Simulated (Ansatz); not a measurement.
Consider the following.

CuO:
```cif
data_Cu8O8
_chemical_formula_sum 'Cu8 O8'
_space_group_name_H-M_alt 'P 1'
_space_group_IT_number 1
_cell_length_a 5.51102
_cell_length_b 5.51102
_cell_length_c 5.48989
_cell_angle_alpha 90.000
_cell_angle_beta 90.000
_cell_angle_gamma 90.000
loop_
_space_group_symop_operation_xyz
  'x, y, z'
loop_
_atom_site_label
_atom_site_type_symbol
_atom_site_fract_x
_atom_site_fract_y
_atom_site_fract_z
_atom_site_occupancy
Cu1 Cu 0.50000 0.24994 0.50000 1
Cu2 Cu 0.50000 0.75006 0.50000 1
Cu3 Cu 0.75006 0.50000 0.00000 1
Cu4 Cu 0.24994 0.50000 0.00000 1
O1 O 0.74998 0.50000 0.50000 1
O2 O 0.25002 0.50000 0.50000 1
O3 O 0.50000 0.25002 0.00000 1
O4 O 0.50000 0.74998 0.00000 1
Cu5 Cu 0.00000 0.74994 0.50000 1
Cu6 Cu 0.00000 0.25006 0.50000 1
Cu7 Cu 0.25006 0.00000 0.00000 1
Cu8 Cu 0.74994 0.00000 0.00000 1
O5 O 0.24998 0.00000 0.50000 1
O6 O 0.75002 0.00000 0.50000 1
O7 O 0.00000 0.75002 0.00000 1
O8 O 0.00000 0.24998 0.00000 1
```
The run is spin-polarised; directions of the spins, atom by atom: ↑ ↑ ↑ ↑ 0 0 0 0 ↓ ↓ ↓ ↓ 0 0 0 0.

This is the r²SCAN-relaxed structure.

Problem. All from the program Ansatz at the r²SCAN level (PAW), unless another level is named. Estimate the band gap.

Solution. 0.41 eV (indirect).

Problem. Predict the valence-band maximum.

Solution. at Z.

Problem. Predict the conduction-band minimum.

Solution. at M.

Space group I4/mmm. The start of the workflow was typed in or built on a structure type; neither database checked (COD, Materials Project) lists it. It is not the phase usual at ambient conditions (space group No. 15). Symmetry was held in the r²SCAN relaxation, as lowered by the spin order; whether a distortion lowers the energy is not shown. Magnetic state: antiferromagnetic, the only order run, not a proven ground state. Other orbital occupations within this spin state were not tried. No Hubbard U is applied.

Potentials: the earlier of the program's two PAW sets. The files were generated under PBE; for other functionals the program regenerates the frozen cores, and for LDA and PBEsol the local potential too.
